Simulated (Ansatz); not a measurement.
Input:

Hf:
```
CELL_PARAMETERS angstrom
      3.19801     0.00000     0.00000
     -1.59900     2.76955     0.00000
      0.00000     0.00000     5.04574
ATOMIC_POSITIONS crystal
  Hf 0.33333 0.66667 0.25000
  Hf 0.66667 0.33333 0.75000
```

This is the r²SCAN-relaxed structure. Cartesian axes are those of the cell as given.

Task: All from DFT-r²SCAN in the program Ansatz with PAW potentials, unless another level is named. Give the Poisson's ratio.

Result: 0.27.

Task: Predict the elastic constants (relaxed ions, GPa).

Result: C11 = 188, C12 = 76.8, C13 = 65.4, C33 = 205, C44 = 58.9.

Task: Give the highest zone-centre frequency.

Result: 100 cm⁻¹.

Space group P6_3/mmc (hcp (Mg type)). The r²SCAN relaxation kept the symmetry of its start; of distortions, only those at the zone centre were tested. The run is not spin-polarised. As this level gives no gap, shear constants depend on the k-mesh and smearing (Fermi–Dirac, 0.1 eV here). As this level gives no gap, phonon frequencies hold no LO–TO term and depend on the k-mesh and smearing (Fermi–Dirac, 0.1 eV here). Spin–orbit coupling is left out wherever it is not named.

Potentials: the earlier of the program's two PAW sets.
